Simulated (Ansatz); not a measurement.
## Fixed occupations and hybrids: Ga$_{8}$O$_{11}$

System: Ga$_{8}$O$_{11}$, a test cell of our own (not relaxed); the cell holds 19 atoms.

```
Ga O
1.0
    12.23000    0.00000    0.00000
     0.00000    3.04000    0.00000
    -1.37366    0.00000    5.63499
Ga O
8 11
Direct
  0.09035 0.00651 0.79533
  0.58927 0.48719 0.80004
  0.91104 0.01318 0.20144
  0.41118 0.49347 0.20213
  0.33855 0.01377 0.68353
  0.84219 0.49735 0.67958
  0.65705 0.99326 0.31306
  0.15366 0.50690 0.31129
  0.16828 0.03557 0.10055
  0.66553 0.49870 0.09832
  0.83153 0.00450 0.91102
  0.32928 0.51188 0.90425
  0.49415 0.02172 0.25125
  0.50195 0.00233 0.74382
  0.00565 0.50124 0.74814
  0.82674 0.99070 0.44371
  0.32886 0.49616 0.43236
  0.17230 0.99274 0.57450
  0.67309 0.51506 0.55954
```

Code: Ansatz (development build ahead of 0.2.0); PAW (an earlier, harder data set), plane waves, scalar-relativistic; no spin polarisation; cutoff 1020 eV; k-mesh 1×1×1. A hybrid run begins with a PBE cycle under the same occupations; its iterations are summed over that start, the exchange cycles and any other fillings tried.

With one k-point the gap is the spacing of two levels at that point, not the band gap of the material; the mesh is far from converged, so the case tests the SCF and predicts nothing for the material.

Task: What does the run give with HSE06, fixed occupations?

Result: Converged in 36 iterations, gap on the mesh 3.88 eV.

Task: What does the run give with PBE, fixed occupations?

Result: Converged in 12 iterations, gap on the mesh 2.70 eV.

Task: What does the run give with PBE, Fermi–Dirac smearing 0.01 eV?

Result: Converged in 12 iterations, gap on the mesh 2.70 eV.

Task: What does the run give with HSE06, Fermi–Dirac smearing 0.01 eV?

Result: Converged in 37 iterations, gap on the mesh 3.88 eV.

HSE06 opens the gap by 1.18 eV against PBE; on one k-point part of that hangs on the q+G = 0 term of the exchange. With a gap this far above the smearing width, smeared and fixed occupations give the same result.
